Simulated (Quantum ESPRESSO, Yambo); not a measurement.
**CdBr2: DFT and GW levels**

```cif
data_Br6Cd3
_chemical_formula_sum 'Br6 Cd3'
_space_group_name_H-M_alt 'R-3m :H'
_space_group_IT_number 166
_space_group_name_Hall '-R 3 2"'
_cell_length_a 4.02223
_cell_length_b 4.02223
_cell_length_c 19.47153
_cell_angle_alpha 90.000
_cell_angle_beta 90.000
_cell_angle_gamma 120.000
loop_
_atom_site_label
_atom_site_type_symbol
_atom_site_symmetry_multiplicity
_atom_site_Wyckoff_symbol
_atom_site_fract_x
_atom_site_fract_y
_atom_site_fract_z
_atom_site_occupancy
Br1 Br 6 c 0.00000 0.00000 0.25309 1
Cd1 Cd 3 a 0.00000 0.00000 0.00000 1
```
(The calculation used a cell of 3 atoms; values per cell refer to that cell.)

The geometry is that of Materials Project entry mp-568690, symmetrised and not relaxed again.

Starting point: norm-conserving LDA (Quantum ESPRESSO, 102 Ry, no spin-orbit coupling). G0W0 in Yambo: 4×4×4 Γ-centred k mesh, bands 5 to 131 and a 7 Ry block in the screening, 131 bands in G with the Bruneval-Gonze terminator, plasmon pole fitted at 27.2 eV.

```json
{
  "LDA gap along the band path": "2.53 eV",
  "LDA gap between the mesh's edge points (Z → Γ)": "2.55 eV",
  "G0W0 gap between the same points": "4.44 eV",
  "LDA smallest direct gap on the mesh (at Γ)": "2.63 eV",
  "G0W0 direct gap at that point": "4.54 eV"
}
```

| k point | band | E LDA (eV) | E QP (eV) | shift (eV) | Z |
|---|---|---|---|---|---|
| Γ | VB | -0.09 | -1.17 | -1.08 | 0.80 |
| Γ | CB | 2.55 | 3.37 | 0.82 | 0.83 |
| Z | VB | 0.00 | -1.07 | -1.07 | 0.80 |
| Z | CB | 3.71 | 4.62 | 0.91 | 0.82 |

Energies count from the LDA valence-band maximum.

Nearest settings tried, and what they do to the gap: 102 bands in W, 102 bands in G: +14 meV; 4 Ry block (97 vectors against 215): -92 meV; 2×2×2 mesh: +11 meV. So the settings aren't converged at that level.

Spin-orbit splittings are left out.

The distance between layers or molecules is the database entry's, not relaxed here. Functionals without dispersion can leave it too large, which widens gaps and weakens the response across layers: the numbers belong to this cell.
